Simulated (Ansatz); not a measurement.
Geometry optimisation in Ansatz: input, command and trajectory.

```yaml
crystal:
  lattice:
    - [5.0492300957, -2.9127748872, 0.0]
    - [5.0492300957, 2.9127748872, 0.0]
    - [0.0, 0.0, 5.4414701871]
  atoms:
    - { symbol: In, position: [0.3254758679, 0.6745241321, 0.9898629776] }
    - { symbol: In, position: [0.6745241321, 0.3254758679, 0.4898629776] }
    - { symbol: Ga, position: [0.0070416828, 0.3337984168, 0.9926516689] }
    - { symbol: Ga, position: [0.6662015832, 0.9929583172, 0.9926516689] }
    - { symbol: Ga, position: [0.9929583172, 0.6662015832, 0.4926516689] }
    - { symbol: Ga, position: [0.3337984168, 0.0070416828, 0.4926516689] }
    - { symbol: "N", position: [0.0262508187, 0.3337064055, 0.3590202233] }
    - { symbol: "N", position: [0.6662935945, 0.9737491813, 0.3590202233] }
    - { symbol: "N", position: [0.9737491813, 0.6662935945, 0.8590202233] }
    - { symbol: "N", position: [0.3337064055, 0.0262508187, 0.8590202233] }
    - { symbol: "N", position: [0.3078257316, 0.6921742684, 0.3947942382] }
    - { symbol: "N", position: [0.6921742684, 0.3078257316, 0.8947942382] }
basis:
  ecutwfc: 420
kpoints:
  mp_grid: { grid: [6, 6, 6] }
hamiltonian:
  xc: pbesol
scf:
  occupations: { method: gaussian, width: 0.02 }
output:
  forces: true
  stress: true
  eigenvalues: true
  write_density: true
  write_potential: true
  elf: true
  volumetric_format: npy
relax:
  adjacent_minimum: "off"
  f_tol: 0.01
  max_steps: 30
  cell: { stress_tol: 0.1, fix: [volume] }
```

```bash
ansatz run input.yaml --threads 2 --pin off --max-ram 5120MiB --backend cpu --events-out ev --progress --plain --runs-dir out
```

All numbers below come from Ansatz 0.2.0, DFT PBEsol, scalar-relativistic, plane waves, PAW.

The volume is held at 1.06 times that of the relaxed cell.

Of 4 frames 3 are shown, positions in Å and forces in eV/Å; the SCF threshold varies from step to step. Steps run on the plane waves of an earlier cell, with a Pulay correction in the pressure. The basis is chosen afresh for the last frame, the zero of the energies, and at times for earlier ones too; energy and pressure step there, also at an unchanged geometry.

```xyz
12
Lattice="5.0492 -2.9128 0.0000 5.0492 2.9128 0.0000 0.0000 0.0000 5.4415" Properties=species:S:1:pos:R:3:forces:R:3 pbc="T T T" step=1 free_energy_over_end_meV_per_atom=0.02 pressure_GPa=-8.67
In    5.0492    1.0167    5.3863    0.0000   -0.0017    0.0186
In    5.0492   -1.0167    2.6656    0.0000    0.0017    0.0186
Ga    1.7210    0.9518    5.4015   -0.0066    0.0011   -0.0142
Ga    8.3775    0.9518    5.4015    0.0066    0.0011   -0.0142
Ga    8.3775   -0.9518    2.6807    0.0066   -0.0011   -0.0142
Ga    1.7210   -0.9518    2.6807   -0.0066   -0.0011   -0.0142
N     1.8175    0.8955    1.9536   -0.0132    0.0094    0.0176
N     8.2810    0.8955    1.9536    0.0132    0.0094    0.0176
N     8.2810   -0.8955    4.6743    0.0132   -0.0094    0.0176
N     1.8175   -0.8955    4.6743   -0.0132   -0.0094    0.0176
N     5.0492    1.1195    2.1483    0.0000   -0.0090   -0.0252
N     5.0492   -1.1195    4.8690    0.0000    0.0090   -0.0252
12
Lattice="5.0485 -2.9125 0.0000 5.0485 2.9125 0.0000 0.0000 0.0000 5.4428" Properties=species:S:1:pos:R:3:forces:R:3 pbc="T T T" step=2 free_energy_over_end_meV_per_atom=0.01 pressure_GPa=-8.66
In    5.0485    1.0155    5.3889    0.0000    0.0026    0.0075
In    5.0485   -1.0155    2.6675    0.0000   -0.0026    0.0075
Ga    1.7203    0.9513    5.4026   -0.0036    0.0007   -0.0101
Ga    8.3766    0.9513    5.4026    0.0036    0.0007   -0.0101
Ga    8.3766   -0.9513    2.6812    0.0036   -0.0007   -0.0101
Ga    1.7203   -0.9513    2.6812   -0.0036   -0.0007   -0.0101
N     1.8162    0.8966    1.9544   -0.0040    0.0028    0.0106
N     8.2807    0.8966    1.9544    0.0040    0.0028    0.0106
N     8.2807   -0.8966    4.6759    0.0040   -0.0028    0.0106
N     1.8162   -0.8966    4.6759   -0.0040   -0.0028    0.0106
N     5.0485    1.1193    2.1473    0.0000   -0.0020   -0.0086
N     5.0485   -1.1193    4.8687    0.0000    0.0020   -0.0086
12
Lattice="5.0483 -2.9123 0.0000 5.0483 2.9123 0.0000 0.0000 0.0000 5.4432" Properties=species:S:1:pos:R:3:forces:R:3 pbc="T T T" step=4 free_energy_over_end_meV_per_atom=0.00 pressure_GPa=-8.66
In    5.0483    1.0156    5.3903    0.0000   -0.0015   -0.0017
In    5.0483   -1.0156    2.6687    0.0000    0.0015   -0.0017
Ga    1.7199    0.9512    5.4026    0.0006    0.0006   -0.0029
Ga    8.3768    0.9512    5.4026   -0.0006    0.0006   -0.0029
Ga    8.3768   -0.9512    2.6809   -0.0006   -0.0006   -0.0029
Ga    1.7199   -0.9512    2.6809    0.0006   -0.0006   -0.0029
N     1.8157    0.8970    1.9549    0.0003   -0.0008    0.0027
N     8.2810    0.8970    1.9549   -0.0003   -0.0008    0.0027
N     8.2810   -0.8970    4.6766   -0.0003    0.0008    0.0027
N     1.8157   -0.8970    4.6766    0.0003    0.0008    0.0027
N     5.0483    1.1188    2.1466    0.0000    0.0016    0.0021
N     5.0483   -1.1188    4.8683    0.0000   -0.0016    0.0021
```

Time: 110 s on 2 threads of Intel(R) Xeon(R) Platinum 8375C CPU @ 2.90GHz (Ice Lake), on a shared host, peak memory 0.78 GiB.